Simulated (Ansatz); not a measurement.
PtW (rock salt, space group No. 225) under volume change, DFT-PBEsol in the program Ansatz with PAW potentials, scaled uniformly.

```csv
V (Å³/atom),E − E(relaxed) (meV/atom),P (GPa)
16.010,128.7,28.41
16.538,53.9,17.32
17.066,[?],[?]
17.594,0.0,0.00
18.122,11.4,-6.70
18.649,43.0,-12.36
19.177,[?],[?]
```

### Question
Some entries are withheld; supply them.

### Answer

- 17.066, E − E(relaxed) (meV/atom): 12.7
- 17.066, P (GPa): 7.93
- 19.177, E − E(relaxed) (meV/atom): 91.8
- 19.177, P (GPa): -17.12

### Question
What does a third-order Birch–Murnaghan fit give for V₀, B₀ and B′?

### Answer
V₀ = 17.59 Å³/atom, B₀ = 242 GPa, B′ = 4.6.

Space group Fm-3m (rock salt). The start of the workflow was typed in or built on a structure type; neither database checked (COD, Materials Project) lists it. Whether it is the stable phase at ambient conditions was not checked. The cell was relaxed with PBEsol under the symmetry of its start; whether a distortion lowers the energy is not shown. The run is not spin-polarised. Its formation energy is positive at this level, so the cell may be metastable or incomplete. Spin–orbit coupling is left out wherever it is not named.

Potentials: the later of the program's two PAW sets.
